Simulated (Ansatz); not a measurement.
Starting cell, AlRu (CsCl type):

```
CELL_PARAMETERS angstrom
      2.98252     0.00000     0.00000
      0.00000     2.98252     0.00000
      0.00000     0.00000     2.98252
ATOMIC_POSITIONS crystal
  Al 0.00000 0.00000 0.00000
  Ru 0.50000 0.50000 0.50000
```

The atoms are displaced by Q × the pattern below (from a DFPT mode at Γ, largest move 1; Q in Å), at fixed cell. It is one choice among 3 degenerate patterns.

| atom | x | y | z |
|---|---|---|---|
| Al1 | 0.000 | 0.000 | 1.000 |
| Ru2 | 0.000 | 0.000 | -0.267 |

These are r2SCAN (plane waves to 500 eV, PAW, scalar-relativistic; Ansatz, an electronic-structure program) values and carry that method's errors. k mesh 16×16×16 (Γ-centred), Fermi-Dirac smearing 0.05 eV. The energy includes the smearing's −TS. With partly filled bands, energies and forces of such displacements shift with the k mesh and the smearing. AlRu is run without spin polarisation. AlRu was relaxed with its symmetry unable to fall. The zero of ΔE is the undisplaced structure. The last digit holds for this mesh only.

| Q (Å) | ΔE (meV/cell) |
|---|---|
| -0.1000 | 65.4 |
| -0.0833 | 45.4 |
| -0.0667 | 29.1 |
| -0.0500 | withheld |
| -0.0333 | 7.3 |
| -0.0167 | 1.8 |
| 0.0000 | 0.0 |
| 0.0167 | 1.8 |
| 0.0333 | 7.3 |
| 0.0500 | withheld |
| 0.0667 | 29.1 |
| 0.0833 | 45.4 |
| 0.1000 | 65.4 |

Problem. Fit an even polynomial form (powers 2, 4) to the given rows and predict ΔE at Q = 0.0500.

Solution. Least squares on the 11 given rows: ΔE = (6548)·Q² + (-825.1)·Q⁴, in meV/cell with Q in Å; root-mean-square residual 0.02 meV/cell. At 0.0500 the fit gives 16.4 meV/cell; the calculation gives 16.4 meV/cell, the same to the digits shown. The quadratic term alone would give 16.4 meV/cell.

(For displaced atoms, the force is minus the slope of the energy, and its curvature is a force constant, which sets phonon frequencies.)
